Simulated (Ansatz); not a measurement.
Ga₂Pt (cubic Laves (MgCu2 type), Fd-3m) at seven volumes, plane-wave PAW r²SCAN (Ansatz code), scaled uniformly. One row is withheld.

```tsv
V (Å³/atom)	P (GPa)
14.280	14.02
14.751	8.48
15.222	3.86
15.693	0.00
16.163	?
16.634	-5.88
17.105	-8.07
```

**Question.** Fit the shown pressures and predict the withheld one.

**Answer.** P = (3/2)B₀(x^(7/2) − x^(5/2))[1 + (3/4)(B′ − 4)(x − 1)] with x = (V₀/V)^(2/3). Least squares on the six rows gives V₀ = 15.694 Å³/atom, B₀ = 117 GPa, B′ = 5.09. At V = 16.163, x = 0.9806 and P = -3.20 GPa. The run itself gave -3.22 GPa.

A made-up cell: these elements were put on the sites of a structure type; neither database checked (COD, Materials Project) lists it. COD files the formula under space group No. 225, so this cell is another polymorph or a model. Its standing as an ambient phase is unchecked. The cell was relaxed with r²SCAN under the symmetry of its start; its stability against distortions is not shown here. The run is not spin-polarised. Scalar-relativistic: spin–orbit coupling is off unless named, which matters more the heavier the elements.

Potentials: the earlier of the program's two PAW sets.
